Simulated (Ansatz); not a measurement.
NaTl, one cell by several methods

```
CELL_PARAMETERS angstrom
0.00000 3.73935 3.73935
3.73935 0.00000 3.73935
3.73935 3.73935 0.00000
ATOMIC_POSITIONS crystal
Na 0.00000 0.00000 0.00000
Na 0.25000 0.25000 0.25000
Tl 0.50000 0.50000 0.50000
Tl 0.75000 0.75000 0.75000
```

Atoms are numbered in the order listed.

Structure from Materials Project entry mp-1564 (possibly hypothetical), not relaxed further.

Spin–orbit coupling is left out, though it moves levels of the heavy atoms by tenths of an eV or more.

Levels of theory: DFT, LDA, PAW with Ansatz's default frozen-core files, scalar-relativistic (Ansatz 0.2.0); DFT, LDA, all-electron LAPW, scalar-relativistic (Ansatz 0.2.0).

For PAW: a Γ-centred 10×10×10 k mesh, Fermi–Dirac smearing of 0.05 eV, cutoff 420 eV, no spin polarisation; the PAW files were made with PBE, and the program remakes their frozen cores for this functional. LAPW targets a basis error of 1 meV/atom. The Ansatz runs share mesh, smearing and spin set-up. Plane-wave (PAW) pressures include the program's estimate of the Pulay term.

Stress and pressure are positive in compression.

Levels count from the Fermi level.

PAW results:

| quantity | PAW |
| --- | --- |
| pressure (GPa) | -1.55 |
| highest filled level at X (eV) | -0.185 |
| lowest empty level at X (eV) | 6.055 |
| highest filled level at Γ (eV) | -2.925 |
| lowest empty level at Γ (eV) | 0.841 |
| highest filled level at U (eV) | -1.279 |
| lowest empty level at U (eV) | 0.039 |

Problem. What does LAPW (all electrons) give for the same quantities?

Solution. 
| quantity | LAPW |
| --- | --- |
| pressure (GPa) | -1.55 |
| highest filled level at X (eV) | -0.184 |
| lowest empty level at X (eV) | 6.054 |
| highest filled level at Γ (eV) | -2.922 |
| lowest empty level at Γ (eV) | 0.840 |
| highest filled level at U (eV) | -1.280 |
| lowest empty level at U (eV) | 0.040 |
